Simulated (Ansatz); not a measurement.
Sn2Pt:
```xyz
3
Lattice="0.0000 3.2014 3.2014 3.2014 0.0000 3.2014 3.2014 3.2014 0.0000" Properties=species:S:1:pos:R:3 pbc="T T T"
Sn     4.8021     4.8021     4.8021
Sn     1.6007     1.6007     1.6007
Pt     0.0000     0.0000     0.0000
```

Relaxed with LDA. Special points in fractions of this cell's reciprocal vectors: Γ (0.000, 0.000, 0.000); X (0.500, 0.000, 0.500); U (0.625, 0.250, 0.625); K (0.375, 0.375, 0.750); L (0.500, 0.500, 0.500); W (0.500, 0.250, 0.750).

List the band energies nearest the Fermi level at these points for LDA in the plane-wave PAW code Ansatz.

In eV from the Fermi level; about four levels below and three above (degenerate sets whole), none deeper than 8.9 eV; points with the same levels are listed once.

```csv
k,below,above
Γ,-5.31 -5.31 -5.31 -3.59 -3.59 -2.95,2.51 2.51 2.51
X,-3.49 -3.48 -3.36 -3.36 -0.50,2.18 7.21 7.21
U,-4.00 -3.60 -2.94 -2.21,0.39 3.70 4.79
L,-3.56 -3.56 -0.60 -0.60,0.76 1.03 2.88 2.88
W,-3.68 -3.68 -3.48 -2.17,2.26 2.26 4.42
```

Space group Fm-3m (fluorite or antifluorite type). The workflow started from a Materials Project entry (that database holds measured and hypothetical structures alike); the Crystallography Open Database files this formula in space group No. 225, but the cells were not matched. Its standing as an ambient phase is unchecked. The cell was relaxed with LDA under the symmetry of its start; of distortions, only those at the zone centre were tested. The run is not spin-polarised. Scalar-relativistic: spin–orbit coupling is off unless named, which matters more the heavier the elements.

Potentials: the later of the program's two PAW sets.
